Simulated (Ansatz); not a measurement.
C:
```
C
1.0
   -2.18234     2.18234     1.25088
    2.18234    -2.18234     1.25088
    2.18234     2.18234    -1.25088
C
4
Direct
  0.18030   0.18030   0.36061
  0.18030   0.81970   0.00000
  0.81970   0.18030   0.00000
  0.81970   0.81970   0.63939
```

Relaxed with r²SCAN. Independent-particle spectrum: no excitons, no local fields, no scissors shift; 0.1 eV broadening; ε₁ of the summed bands alone.

Tabulate the dielectric function from plane-wave PAW r²SCAN (Ansatz code).



```
E (eV)  ε₁ xx  ε₂ xx  ε₁ zz  ε₂ zz
------  -----  -----  -----  -----
0.0      5.67   0.00   4.99   0.00
0.5      5.68   0.00   5.00   0.00
1.0      5.72   0.00   5.02   0.00
1.5      5.78   0.00   5.05   0.00
2.0      5.86   0.00   5.11   0.00
2.5      5.97   0.00   5.17   0.00
3.0      6.12   0.00   5.26   0.00
3.5      6.31   0.00   5.37   0.00
4.0      6.56   0.00   5.50   0.00
4.5      6.88   0.00   5.66   0.00
5.0      7.33   0.00   5.86   0.00
5.5      7.97   0.02   6.11   0.00
6.0      9.30   0.35   6.43   0.01
6.5      9.78   1.37   6.83   0.02
7.0     10.93   2.27   7.38   0.05
7.5     11.90   3.87   8.17   0.13
8.0     13.83   8.30   9.52   0.47
8.5      7.22  11.69  11.06   3.46
9.0      5.12   7.56   9.51   3.09
9.5      7.10   7.47  10.65   3.83
10.0     7.43  12.22  12.05   6.39
10.5     4.24  10.46  11.57   8.10
11.0     2.73  12.05  13.82  13.32
11.5    -1.37  11.26   6.02  20.30
12.0    -1.34   9.13  -0.91  12.89
```

From ε at 6.4 eV (xx: 9.68 + 1.25i), find n, k, the normal reflectivity and the absorption coefficient.

n = 3.12, k = 0.200, R = 27 %, α = 2kE/ħc = 130000 cm⁻¹.

With all bands, ε∞ without local fields is 5.84 (xx = yy), 5.12 (zz).

Space group I4/mmm. The start of the workflow was typed in or built on a structure type; the Crystallography Open Database copy checked does not list it. It is not the phase usual at ambient conditions (space group No. 194, 227). Symmetry was held in the r²SCAN relaxation; whether a distortion lowers the energy is not shown.

Potentials: the later of the program's two PAW sets.
